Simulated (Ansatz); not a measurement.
Values for one crystal, relaxed and computed with the program Ansatz at the r²SCAN level (PAW); other levels are named.

- Volume per atom: 12.08 Å³
- Electronic character: metallic (no gap)
- Young's modulus: 133 GPa
- Mechanical stability: stable (all eigenvalues of C positive)
- Pressure derivative B′: 4.7
- Zone-centre stability: no imaginary mode at Γ
- Debye temperature from the elastic constants: 374 K

Problem. Pick the material that matches.
A. YCu2, Imma (Y on 4e, Cu on 8h)
B. Hf2Cu, MoSi2 or CaC2 type
C. AlCu3, Cu3Au type
D. CaCu5, P6/mmm (Ca on 1a, Cu on 2c, Cu on 3g)

Solution. C, AlCu3, Cu3Au type

Space group Pm-3m (Cu3Au type). The first step of the workflow began from a Materials Project structure, measured or hypothetical; the Crystallography Open Database copy checked does not list it. With Al and Cu taken as one species the cell has the higher symmetry Fm-3m, so it may be an ordered model of a mixed-site phase. Whether it is the stable phase at ambient conditions was not checked. Symmetry was held in the r²SCAN relaxation. The run is not spin-polarised. As this level gives no gap, shear constants depend on the k-mesh and smearing (Fermi–Dirac, 0.1 eV here).

Potentials: the later of the program's two PAW sets.
